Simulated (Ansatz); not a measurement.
**Property card for LaLuO$_{3}$**

LaLuO₃:
```xyz
5
Lattice="4.1930 0.0000 0.0000 0.0000 4.1930 0.0000 0.0000 0.0000 4.1930" Properties=species:S:1:pos:R:3 pbc="T T T"
La     0.0000     0.0000     0.0000
Lu     2.0965     2.0965     2.0965
O      0.0000     2.0965     2.0965
O      2.0965     2.0965     0.0000
O      2.0965     0.0000     2.0965
```

Space group Pm-3m (No. 221), cubic perovskite; conventional cell a = 4.193 Å, b = 4.193 Å, c = 4.193 Å, α = 90.00°, β = 90.00°, γ = 90.00°.

Method: DFT-PBEsol in the program Ansatz with PAW potentials. Structure relaxed to zero pressure with the same functional. Other levels are named where they apply.

Cell and energy:

* **Volume per atom**: 14.74 Å³
* **Density**: 8.15 g/cm³
* **Formation energy from the elements (no fitted shifts)**: -3.11 eV/atom

Electronic structure:

Band gap: 1.43 eV (direct)
Valence-band maximum: at Γ
Conduction-band minimum: at Γ
Electron effective mass, band 1 of 2 at the edge: 1.3 along [100], 1.1 along [110], 0.99 along [111] (mₑ)
Electron effective mass, band 2 of 2 at the edge: 0.80 along [100], 0.89 along [110], 0.99 along [111] (mₑ)
Electron effective mass with spin–orbit coupling, band 1 of 2 at the edge: 1.3 along [100], 1.1 along [110], 0.99 along [111] (mₑ)
Electron effective mass with spin–orbit coupling, band 2 of 2 at the edge: 0.80 along [100], 0.88 along [110], 0.98 along [111] (mₑ)
Hole effective mass, band 1 of 3 at the edge: 3.2 along [100], 3.2 along [110], 1.0 along [111] (mₑ)
Hole effective mass, band 2 of 3 at the edge: 3.2 along [100], 0.75 along [110], 1.0 along [111] (mₑ)
Hole effective mass, band 3 of 3 at the edge: 0.32 along [100], 0.49 along [110], 0.58 along [111] (mₑ)
Hole effective mass with spin–orbit coupling: 1.2 mₑ (isotropic)
HSE06 gap on the PBEsol cell: 3.13 eV
Gap with spin–orbit coupling: 1.18 eV

Mechanics:

* **Bulk modulus (Birch–Murnaghan fit)**: 150 GPa
* **Pressure derivative B′**: 4.4
* **Elastic constants (relaxed ions, GPa)**: C11 = 347, C12 = 51.3, C44 = 49.0
* **Mechanical stability**: stable (all eigenvalues of C positive)
* **Hill bulk and shear moduli**: 150 and 77.8 GPa
* **Young's modulus**: 199 GPa
* **Poisson's ratio**: 0.28
* **Debye temperature from the elastic constants**: 418 K

Dielectric response:

- Electronic dielectric constant ε∞ (DFPT) = 5.92
- Born charges (a third of the trace) = La +4.62, Lu +3.74, O -2.79 e

Phonons:

Highest zone-centre frequency (without LO–TO term): 648 cm⁻¹
Zone-centre stability: unstable, softest mode 225i cm⁻¹
Dynamical stability on the path: unstable, down to 306i cm⁻¹

The cell is a constructed one: a structure type filled with these elements; neither database checked (COD, Materials Project) lists it. Its standing as an ambient phase is unchecked. Symmetry was held in the PBEsol relaxation. The references are the lowest solids computed at this level, not always the standard phases (solids in place of the gases). Spin–orbit coupling is left out wherever it is not named.

Potentials: the earlier of the program's two PAW sets. The files were generated under PBE; for other functionals the program regenerates the frozen cores, and for LDA and PBEsol the local potential too.
